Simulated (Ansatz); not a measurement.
Ru:
```cif
data_Ru8
_chemical_formula_sum 'Ru8'
_space_group_name_H-M_alt 'P-3m1'
_space_group_IT_number 164
_space_group_name_Hall '-P 3 2"'
_cell_length_a 2.70399
_cell_length_b 2.70399
_cell_length_c 17.46393
_cell_angle_alpha 90.000
_cell_angle_beta 90.000
_cell_angle_gamma 120.000
loop_
_atom_site_label
_atom_site_type_symbol
_atom_site_symmetry_multiplicity
_atom_site_Wyckoff_symbol
_atom_site_fract_x
_atom_site_fract_y
_atom_site_fract_z
_atom_site_occupancy
Ru1 Ru 2 c 0.00000 0.00000 0.31202 1
Ru2 Ru 2 d 0.66667 0.33333 0.18497 1
Ru3 Ru 2 d 0.33333 0.66667 0.06056 1
Ru4 Ru 2 d 0.33333 0.66667 0.43677 1
```

Relaxed at zero pressure with PBE in the plane-wave PAW code Ansatz.

Q: The volume is lowered by 9 % and shape and atoms relax at that volume. What pressure results, and how do the axes share the change?

A: 36.3 GPa; a -3.1 %, b -3.1 %, c -3.0 %; the energy rises by 129 meV/atom.

Q: Give the new structure.

A: 
Space group P-3m1 (No. 164); a = b = 2.619 Å, c = 16.934 Å, α = β = 90.00°, γ = 120.00°

```json
[
 {"atom": "Ru", "site": "2c", "symmetry": "3m.", "x": "0.0000", "y": "0.0000", "z": "0.3120"},
 {"atom": "Ru", "site": "2d", "symmetry": "3m.", "x": "0.6667", "y": "0.3333", "z": "0.1855"},
 {"atom": "Ru", "site": "2d", "symmetry": "3m.", "x": "0.3333", "y": "0.6667", "z": "0.0609"},
 {"atom": "Ru", "site": "2d", "symmetry": "3m.", "x": "0.3333", "y": "0.6667", "z": "0.4370"}
]
```

The phase is kept; no other phase was compared at this pressure.

The start of the workflow was typed in or built on a structure type; neither database checked (COD, Materials Project) lists it. It is not the phase usual at ambient conditions (space group No. 194). The PBE relaxation kept the symmetry of its start; whether a distortion lowers the energy is not shown. No spin polarisation was allowed. Axis ratios of metals converge slowly with the k-mesh, so a and c are less sure than the volume.

Potentials: the later of the program's two PAW sets.
